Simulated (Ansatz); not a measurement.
Here is the system:

HfTeS:
```cif
data_HfSTe
_chemical_formula_sum 'Hf1 Te1 S1'
_space_group_name_H-M_alt 'P 1'
_space_group_IT_number 1
_cell_length_a 3.68267
_cell_length_b 3.68267
_cell_length_c 6.19958
_cell_angle_alpha 90.000
_cell_angle_beta 90.000
_cell_angle_gamma 120.000
loop_
_space_group_symop_operation_xyz
  'x, y, z'
loop_
_atom_site_label
_atom_site_type_symbol
_atom_site_fract_x
_atom_site_fract_y
_atom_site_fract_z
_atom_site_occupancy
Hf1 Hf 0.33333 0.66667 0.03134 1
Te1 Te 0.00000 0.00000 0.72492 1
S1 S 0.66667 0.33333 0.24374 1
```

This is the LDA-relaxed structure.

**Question.** All from the program Ansatz at the LDA level (PAW), unless another level is named. Predict the bulk modulus (Birch–Murnaghan fit).

**Answer.** 282 kbar.

**Question.** Predict the highest zone-centre frequency.

**Answer.** 289 cm^-1.

Space group P3m1. The first step of the workflow began from a Materials Project structure, measured or hypothetical; the Crystallography Open Database copy checked does not list it. Its standing as an ambient phase is unchecked. The cell was relaxed with LDA under the symmetry of its start; whether a distortion lowers the energy is not shown. The run is not spin-polarised. A crystal of weakly bound layers computed without a dispersion correction: the cell and the soft elastic constants depend strongly on that. As this level gives no gap, phonon frequencies hold no LO–TO term and depend on the k-mesh and smearing (Fermi–Dirac, 0.1 eV here). Spin–orbit coupling is left out wherever it is not named.

Potentials: the later of the program's two PAW sets.
